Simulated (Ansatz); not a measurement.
CuCl:
```xyz
2
Lattice="0.0000 2.6450 2.6450 2.6450 0.0000 2.6450 2.6450 2.6450 0.0000" Properties=species:S:1:pos:R:3 pbc="T T T"
Cu     0.0000     0.0000     0.0000
Cl     3.9675     3.9675     3.9675
```

Relaxed with PBEsol.

**Question.** Map the electron localisation function on the plane through (0.000, 0.000, 0.000) spanned by u = [1, 0, 0] and v = [-1, 1, 1] in lattice vectors, from the program Ansatz at the PBEsol level (PAW).

**Answer.** x is the fraction of u, y of v (the angle between them is 90°; rows are the nearest grid lines); atoms in the plane: Cu at (0.00, 0.00), Cl at (0.50, 0.75).
```
|99521112344321112599|
|97421124677642112479|
|54211147888874111245|
|22111379999997311122|
|11125899766799852111|
|11137898622689873111|
|01147898522589874110|
|00147888766788874100|
|00136888888888863100|
|00025788999988752000|
|00013578888887531000|
|00001346677664310000|
|00000001122110000000|
|00000000000000000000|
|00000000000000000000|
|00000000000000000000|
|00000000000000000000|
|00000000000000000000|
|11111000000000011111|
|11111100000000111111|
|22221110000001112222|
|54321111000011112345|
|97421111122111112479|
|99521112344321112599|
```
Scale: ten equal steps from 0.008 (start of '0') to 0.930 (end of '9'), in the order '0123456789'; x runs from 0.000 to 1.00, y from 0.000 (bottom) to 1.00 (top).

The density is the valence pseudo-density with augmentation charge, so density and ELF within about 1 Å of a nucleus are not all-electron values.

Space group F-43m (zinc blende). The cell was relaxed with PBEsol under the symmetry of its start. The run is not spin-polarised.

Potentials: the later of the program's two PAW sets.
